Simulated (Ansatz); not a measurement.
What moves the field gradients of Sc6WO12?

Cell of run 1: a COD entry, its atoms then relaxed with PBE in this cell.

Space group R-3:H (No. 148); a = 9.3258, c = 8.8264 Å, γ = 120.00°.

| site | Wyckoff | site symmetry | x | y | z |
| --- | --- | --- | --- | --- | --- |
| Sc | 18f | 1 | 0.7831 | 0.7513 | 0.3616 |
| W | 3a | -3. | 0.0000 | 0.0000 | 0.0000 |
| O8 | 18f | 1 | 0.5046 | 0.1504 | 0.4541 |
| O14 | 18f | 1 | 0.8069 | 0.7835 | 0.6055 |

One atom of each set is listed; the run and its k-mesh use a cell of 19 atoms with edges of 6.14, 6.14, 6.14 Å.

All runs are DFT with Ansatz 0.2.0 (plane waves and PAW, scalar-relativistic unless spin–orbit coupling is named, Γ-centred meshes, Fermi–Dirac smearing where given) in this cell.

Run 1: PBE, atoms relaxed; 420 eV, 4×4×4 k-points, smearing 0.02 eV.
Run 2: r2SCAN, at the relaxed atoms; 500 eV, 4×4×4 k-points, smearing 0.02 eV.
Run 3: PBE with spin–orbit coupling, at the relaxed atoms; 420 eV, 4×4×4 k-points, smearing 0.02 eV.

```json
{"run": "1", "Sc V_zz (η)": "-5.21 (0.52)", "W V_zz (η)": "11.25 (0.00)", "O8 V_zz (η)": "-1.02 (0.62)", "O14 V_zz (η)": "1.57 (0.60)"}
{"run": "2", "Sc V_zz (η)": "-5.29 (0.52)", "W V_zz (η)": "11.40 (0.00)", "O8 V_zz (η)": "-1.08 (0.88)", "O14 V_zz (η)": "1.73 (0.55)"}
{"run": "3", "Sc V_zz (η)": "?", "W V_zz (η)": "?", "O8 V_zz (η)": "?", "O14 V_zz (η)": "?"}
```

V_zz in 10²¹ V/m².

Problem. Estimate the row of run 3.

Solution. Sc: -5.21 (0.52); W: 11.17 (0.00); O8: -1.05 (0.68); O14: 1.57 (0.60). It lies nearest to run 1, from whose tensors on these sites it differs by 0.08 at most (largest principal value of the difference, on W). Taken one at a time, the functional (r2SCAN with its higher cutoff) moves the tensors on these sites by up to 0.21 (largest principal value of the change, on O8), spin–orbit coupling by 0.08 (W).

The database positions were far from equilibrium, so the relaxed structure may not be the compound's real one. In run 2 the atoms aren't at the calculated equilibrium (largest force 0.29 eV/Å). The cell isn't the equilibrium one in run 2 (calculated pressure -5 GPa), and the entry's cell may itself be off.
